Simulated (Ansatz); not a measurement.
Bond compression in Mo (hcp type)

```
Mo
1.0
     2.82523    0.00000    0.00000
    -1.41262    2.44672    0.00000
     0.00000    0.00000    4.57688
Mo
2
Direct
  0.33333 0.66667 0.25000
  0.66667 0.33333 0.75000
```

The cell is a prototype at a set volume, not relaxed; it needn't be the stable phase.

Its shortest bond, of 2.810 Å between atom 1 (Mo) and the nearest image of atom 2 (Mo), is scaled by moving both atoms along it, with the cell held. The force apart is half the difference of the two atoms' forces along the bond; it holds the pull and push of their other neighbours too.

Level of theory: DFT with LDA, scalar-relativistic, in Ansatz 0.2.0; a Γ-centred 12×12×7 k mesh, Fermi–Dirac smearing of 0.05 eV, no spin polarisation. LAPW: all electrons, basis error target 1 meV/atom; PAW: frozen-core files, cutoff 420 eV; crystal datasets: all electrons, by PAW datasets that the program makes for each cell; PAW (cutoff 600 eV): frozen-core files, cutoff 600 eV.

Energies are extrapolated to zero smearing and count from the unscaled cell; pressure is positive in compression; gaps take the mesh and a band path. No temperature or zero-point motion is included.

The PAW files were made under PBE.

```
bond (Å)  force apart (eV/Å)  P LAPW (GPa)  ΔE LAPW (eV/atom)  P PAW − LAPW (GPa)  ΔE PAW − LAPW (meV/atom)  force PAW − LAPW (eV/Å)
   2.810                0.00             ?              0.000               -0.09                       0.0                    0.000
   2.642                0.96         -7.68              0.045               -0.10                      -0.2                   -0.003
   2.136                5.24          26.8              0.614               -0.16                      -2.7                   -0.020
   1.967               10.65          52.0                  ?               -0.26                      -5.2                   -0.046
```

**Question.** Give the missing entry: row "2.810", column "P LAPW (GPa)".

**Answer.** -9.50.

**Question.** Give the missing entry: row "1.967", column "ΔE LAPW (eV/atom)".

**Answer.** 1.262.

**Question.** At the last bond length, how far do crystal datasets and PAW (cutoff 600 eV) lie from LAPW in pressure and in the largest force component?

**Answer.** crystal datasets: 0.00 GPa, 0.001 eV/Å; PAW (cutoff 600 eV): -0.27 GPa, 0.045 eV/Å, on a LAPW pressure of 52.0 GPa.

**Question.** How do the Löwdin populations by LAPW change from the unscaled cell to the last row, on the two atoms of the bond?

**Answer.** Mo1 4d 5.29 → 5.35, Mo2 4d 5.29 → 5.35 electrons an atom. These are projections on the shells that the free atoms fill; 0.10 e a cell lies outside them at the start and 0.11 e at the end.
